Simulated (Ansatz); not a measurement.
Cu Kα1 powder pattern (kinematic, no thermal factors).
| 2θ (°) | relative intensity | assignment |
| --- | --- | --- |
| 24.96 | 16 | 1 1 0 |
| 35.59 | 16 | 2 0 0 |
| 39.97 | 100 | 2 1 0 |
| 43.97 | 36 | 2 1 1 |
| 51.22 | 2 | 2 2 0 |
| 57.80 | 3 | 3 1 0 |
| 63.93 | 13 | 2 2 2 |
| 66.88 | 20 | 3 2 0 |
| 69.76 | 17 | 3 2 1 |
| 75.37 | 10 | 4 0 0 |
| 80.84 | 2 | 4 1 1 |
| 86.23 | 5 | 4 2 0 |
| 88.91 | 18 | 4 2 1 |

The pattern is computed from a structure relaxed with Ansatz 0.2.0, DFT PBE, scalar-relativistic, plane waves, PAW. No spin polarisation. Its elements are Al, Zn.

Problem. Give the structure.

Solution. AlZn₃.
Space group Pm-3n (No. 223). a = 5.040 Å, b = 5.040 Å, c = 5.040 Å, α = 90.00°, β = 90.00°, γ = 90.00°
```
atom  site  symmetry       x       y       z
  Al    2a      m-3. 0.0000  0.0000  0.0000
  Zn    6c     -4m.2  0.2500  0.0000  0.5000
```

A pattern alone doesn't exclude other cells with like lines; this is the one computed.

It was reached by relaxing an invented guess, and it needn't be the stable form of this composition.
